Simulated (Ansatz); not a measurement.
## KSbF₃: reading a single point

```xyz
10
Lattice="2.1830 -5.1018 0.0000 2.1830 -2.0839 -4.6568 4.8703 5.1018 0.0000" Properties=species:S:1:pos:R:3 pbc="T T T"
K     3.2913   -4.6276   -2.9990
K     5.9449    2.5437   -1.6578
Sb    4.8868   -0.9270   -3.9071
Sb    4.3494   -1.1569   -0.7497
F     6.5325   -2.0638   -3.5858
F     3.7165    2.4654   -0.4191
F     5.2009    0.1732   -2.2353
F     2.7037   -0.0201   -1.0711
F     5.5197   -4.5493   -4.2377
F     4.0353   -2.2570   -2.4215
```

Single point in Ansatz 0.2.0 with PBE, no spin polarisation. Cutoff 420 eV, PAW datasets, 6×6×6 Γ-centred k mesh, fermi-dirac filling (width 0.1 eV).

(1) Give the Bader charges.

(2) Is the cell too large or too small?

(3) Is it stable against the elements?

(4) Metal or insulator?

Origin: a known structure type with other elements, at an estimated volume, so it need not be a known compound. Caveats: atoms or cell far from equilibrium.

Results:

(1) Bader charges in e: K +0.77, Sb +1.77, F -0.85. In the mean Sb gives up most and F takes most.

(2) The pressure is 29.8 GPa (compression positive), so with the atoms held at these fractions the cell would first expand; the forces are large, so a full relaxation may end otherwise. The principal stresses 17.7, 35.9, 35.9 GPa differ, so its shape would change too.

(3) -1.40 eV an atom against the elements' usual phases (free molecules for gases, crystals otherwise, with no correction for O₂ or N₂), so it is bound against them; other compounds may still compete. Relaxing would lower it.

(4) It is a metal, with about 2.1 states/eV a cell as the mean within 0.25 eV of the Fermi level, mostly Sb p (53 %) and K s (14 %).
